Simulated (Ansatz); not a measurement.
Si$_{3}$N$_{4}$:
Space group P6₃/m (No. 176); a = b = 7.6632 Å, c = 2.9263 Å, α = β = 90.00°, γ = 120.00°

| atom | site | symmetry | x | y | z |
|---|---|---|---|---|---|
| Si | 6h | m.. | 0.4061 | 0.2311 | 0.2500 |
| N | 2d | -6.. | 0.6667 | 0.3333 | 0.2500 |
| N | 6h | m.. | 0.0308 | 0.3300 | 0.2500 |

Relaxed with PBE.

### Question
Which orbitals make up the states near the band edges in the program Ansatz at the PBE level (PAW)?

### Answer
Top 1 eV of the valence band: N 2p 94 %. Bottom 1 eV of the conduction band: Si 3p 46 %, N 2s 18 %, Si 3s 12 %, N 2p 6 %, outside the projected shells 18 %. Projections are on Löwdin-orthogonalised atomic valence shells; empty p or d shells of many metals are not among them.

### Question
Tabulate the density of states.

### Answer
States/eV per cell of 14 atoms, in 0.25 eV bins, energy from the valence-band maximum.

```csv
E (eV),total,N 2p,Si 3p,N 2s
-7.86,5.01,2.95,0.73,0.36
-7.61,3.40,2.01,0.49,0.26
-7.36,2.14,1.28,0.38,0.16
-7.11,3.21,1.95,0.71,0.20
-6.86,4.50,2.76,1.01,0.27
-6.61,4.20,2.62,0.95,0.24
-6.36,4.14,2.64,1.10,0.15
-6.11,4.34,2.82,1.10,0.15
-5.86,5.40,3.59,1.31,0.18
-5.61,6.38,4.35,1.57,0.20
-5.36,5.15,3.59,1.24,0.13
-5.11,7.52,5.31,1.81,0.17
-4.86,9.04,6.49,2.07,0.23
-4.61,10.28,7.61,2.16,0.23
-4.36,6.60,4.97,1.30,0.15
-4.11,6.71,5.15,1.26,0.13
-3.86,4.39,3.43,0.75,0.09
-3.61,4.74,3.79,0.73,0.09
-3.36,6.82,5.65,0.95,0.07
-3.11,5.03,4.24,0.52,0.14
-2.86,6.86,5.92,0.57,0.17
-2.61,2.40,2.05,0.18,0.09
-2.36,1.76,1.51,0.11,0.08
-2.11,3.37,2.93,0.22,0.13
-1.86,8.28,7.34,0.46,0.22
-1.61,9.33,8.58,0.30,0.13
-1.36,10.32,9.46,0.38,0.14
-1.11,5.37,4.98,0.17,0.07
-0.86,4.28,3.97,0.15,0.05
-0.61,3.65,3.42,0.12,0.03
-0.36,3.78,3.57,0.12,0.01
-0.11,1.04,1.00,0.02,0.00
0.14,0.00,0.00,0.00,0.00
0.39,0.00,0.00,0.00,0.00
0.64,0.00,0.00,0.00,0.00
0.89,0.00,0.00,0.00,0.00
1.14,0.00,0.00,0.00,0.00
1.39,0.00,0.00,0.00,0.00
1.64,0.00,0.00,0.00,0.00
1.89,0.00,0.00,0.00,0.00
2.14,0.00,0.00,0.00,0.00
2.39,0.00,0.00,0.00,0.00
2.64,0.00,0.00,0.00,0.00
2.89,0.00,0.00,0.00,0.00
3.14,0.00,0.00,0.00,0.00
3.39,0.00,0.00,0.00,0.00
3.64,0.00,0.00,0.00,0.00
3.89,0.00,0.00,0.00,0.00
4.14,0.00,0.00,0.00,0.00
4.39,0.18,0.01,0.08,0.03
4.64,3.45,0.16,1.55,0.68
4.89,5.10,0.31,2.31,0.96
5.14,5.31,0.36,2.54,0.91
5.39,6.82,0.53,3.38,1.04
5.64,6.78,0.66,3.22,1.03
5.89,5.22,0.58,2.52,0.76
6.14,6.67,0.73,3.14,1.05
6.39,5.00,0.56,2.41,0.73
6.64,6.12,0.67,2.90,0.94
6.89,7.07,0.84,3.15,1.02
7.14,6.39,0.87,2.62,0.81
7.39,7.75,1.15,3.01,0.91
7.64,7.46,1.19,3.18,0.70
7.89,6.76,1.10,2.78,0.67
8.14,5.93,1.04,2.38,0.50
8.39,3.96,0.64,1.79,0.23
8.64,4.57,0.85,1.79,0.26
8.89,7.64,1.36,2.85,0.41
9.14,8.37,1.47,3.29,0.44
```

Space group P6_3/m. The cell was relaxed with PBE under the symmetry of its start.

Potentials: the earlier of the program's two PAW sets.
